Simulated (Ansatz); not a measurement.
LaScO2F in space group P4/mmm (No. 123; La on 1d, Sc on 1a, O on 2f, F on 1b), a = b = 4.1060 Å, c = 3.9934 Å, α = β = γ = 90.00°.

Relaxed with PBEsol.

Q: Decompose the optical modes at the zone centre into irreducible representations, and say which are infrared and Raman allowed.

A: Point group 4/mmm: Γ_opt = 3A2u + B2u + 4Eu. Infrared: A2u, Eu. Raman: none.

Q: Assign frequencies (DFPT, PBEsol (plane waves, PAW; program Ansatz)).

A: A2u 112i, B2u 102i, Eu 37, Eu 125, A2u 245, Eu 262, Eu 557, A2u 637 cm⁻¹.

Subscripts of B labels follow the axes of the standard setting.

The start of the workflow was typed in or built on a structure type; neither database checked (COD, Materials Project) lists it. Its standing as an ambient phase is unchecked. The PBEsol relaxation kept the symmetry of its start. At this level the phase is dynamically unstable (imaginary phonons). The run is not spin-polarised. The volume moved by -21 % from the start of the relaxation. With an odd number of electrons in the cell and no spin polarisation, the count alone makes it a metal. As this level gives no gap, phonon frequencies hold no LO–TO term and depend on the k-mesh and smearing (Fermi–Dirac, 0.1 eV here). Scalar-relativistic: spin–orbit coupling is off unless named, which matters more the heavier the elements.

Potentials: the earlier of the program's two PAW sets. The files were generated under PBE; for other functionals the program regenerates the frozen cores, and for LDA and PBEsol the local potential too.
